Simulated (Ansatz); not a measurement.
ScAlN$_{2}$:
```cif
data_AlN2Sc
_chemical_formula_sum 'Sc1 N2 Al1'
_space_group_name_H-M_alt 'P3m1'
_space_group_IT_number 156
_space_group_name_Hall 'P 3 -2"'
_cell_length_a 3.33971
_cell_length_b 3.33971
_cell_length_c 5.19751
_cell_angle_alpha 90.000
_cell_angle_beta 90.000
_cell_angle_gamma 120.000
loop_
_atom_site_label
_atom_site_type_symbol
_atom_site_symmetry_multiplicity
_atom_site_Wyckoff_symbol
_atom_site_fract_x
_atom_site_fract_y
_atom_site_fract_z
_atom_site_occupancy
Sc1 Sc 1 b 0.33333 0.66667 0.99108 1
N1 N 1 b 0.33333 0.66667 0.40740 1
Al1 Al 1 c 0.66667 0.33333 0.50373 1
N2 N 1 c 0.66667 0.33333 0.86778 1
```

Relaxed with PBE.

Task: Which orbitals make up the states near the band edges in PBE (plane waves, PAW; program Ansatz)?

Result: Top 1 eV of the valence band: N 2p 81 %, Sc 3d 13 %. Bottom 1 eV of the conduction band: Sc 3d 70 %, N 2p 8 %, Al 3p 5 %, outside the projected shells 7 %. Projections are on Löwdin-orthogonalised atomic valence shells; empty p or d shells of many metals are not among them.

Task: Tabulate the density of states.

Result: States/eV per cell of 4 atoms, in 0.25 eV bins, energy from the valence-band maximum.

```
E (eV)  total  N 2p  Sc 3d  Al 3p
------  -----  ----  -----  -----
-7.86    0.00  0.00   0.00   0.00
-7.61    0.00  0.00   0.00   0.00
-7.36    0.00  0.00   0.00   0.00
-7.11    0.00  0.00   0.00   0.00
-6.86    0.00  0.00   0.00   0.00
-6.61    0.00  0.00   0.00   0.00
-6.36    0.00  0.00   0.00   0.00
-6.11    0.00  0.00   0.00   0.00
-5.86    0.00  0.00   0.00   0.00
-5.61    0.00  0.00   0.00   0.00
-5.36    0.00  0.00   0.00   0.00
-5.11    0.00  0.00   0.00   0.00
-4.86    0.38  0.22   0.04   0.04
-4.61    1.14  0.67   0.11   0.11
-4.36    1.71  1.02   0.14   0.16
-4.11    1.39  0.84   0.10   0.13
-3.86    1.05  0.64   0.09   0.08
-3.61    1.93  1.17   0.24   0.18
-3.36    0.62  0.39   0.05   0.11
-3.11    0.39  0.25   0.03   0.10
-2.86    1.33  0.85   0.13   0.24
-2.61    4.39  2.84   0.54   0.57
-2.36    1.48  1.01   0.18   0.15
-2.11    3.07  2.17   0.33   0.32
-1.86    3.00  2.12   0.41   0.26
-1.61    4.53  3.33   0.59   0.40
-1.36    4.59  3.35   0.77   0.30
-1.11    1.38  1.04   0.22   0.04
-0.86    3.44  2.70   0.54   0.08
-0.61    4.22  3.44   0.54   0.08
-0.36    5.02  4.14   0.61   0.03
-0.11    2.94  2.43   0.37   0.01
0.14     0.00  0.00   0.00   0.00
0.39     0.00  0.00   0.00   0.00
0.64     0.00  0.00   0.00   0.00
0.89     0.00  0.00   0.00   0.00
1.14     0.00  0.00   0.00   0.00
1.39     0.00  0.00   0.00   0.00
1.64     0.00  0.00   0.00   0.00
1.89     0.00  0.00   0.00   0.00
2.14     0.00  0.00   0.00   0.00
2.39     0.00  0.00   0.00   0.00
2.64     0.00  0.00   0.00   0.00
2.89     0.00  0.00   0.00   0.00
3.14     0.01  0.00   0.01   0.00
3.39     0.57  0.03   0.46   0.01
3.64     2.34  0.16   1.64   0.12
3.89     1.91  0.17   1.31   0.11
4.14     1.43  0.14   0.93   0.09
4.39     1.13  0.11   0.69   0.09
4.64     2.77  0.30   1.83   0.29
4.89     4.61  0.55   3.12   0.45
5.14     2.37  0.23   1.73   0.17
5.39     4.47  0.53   3.06   0.37
5.64     3.61  0.43   2.66   0.19
5.89     1.90  0.23   1.18   0.21
6.14     1.73  0.25   0.92   0.25
6.39     2.15  0.32   0.95   0.39
6.64     1.77  0.22   0.66   0.39
6.89     1.25  0.13   0.59   0.22
7.14     2.86  0.38   1.57   0.35
7.39     3.38  0.51   1.94   0.32
7.64     3.24  0.57   1.65   0.40
7.89     3.12  0.59   1.43   0.49
```

The start of the workflow was typed in or built on a structure type; neither database checked (COD, Materials Project) lists it. Its standing as an ambient phase is unchecked. Symmetry was held in the PBE relaxation; whether a distortion lowers the energy is not shown. The run is not spin-polarised.

Potentials: the earlier of the program's two PAW sets.
